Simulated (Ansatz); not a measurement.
Simulated powder pattern, Fe Kα, λ = 1.93735 Å (kinematic, ideal powder, no thermal factors, no anomalous dispersion; the 30 strongest lines at most, above 1 %, up to 2θ = 90°):

| 2θ (°) | d (Å) | I/Imax (%) |
|---|---|---|
| 46.34 | 2.462 | 68 |
| 54.05 | 2.132 | 100 |
| 79.96 | 1.508 | 59 |

The pattern belongs to a structure relaxed with the program Ansatz at the r²SCAN level (PAW).

The compound is FeO.

### Question
Give the crystal system and the lattice parameters.

### Answer
cubic, Fm-3m; a = 4.264 Å.

The r²SCAN relaxation kept the symmetry of its start. Spin order of the final state: ferromagnetic, the only order run, not a proven ground state. The cell computed holds one magnetic atom, so no antiferromagnetic order was within reach. Textbook magnetic order: antiferromagnetic. Other orbital occupations within this spin state were not tried. No Hubbard U is applied.

Potentials: the later of the program's two PAW sets.
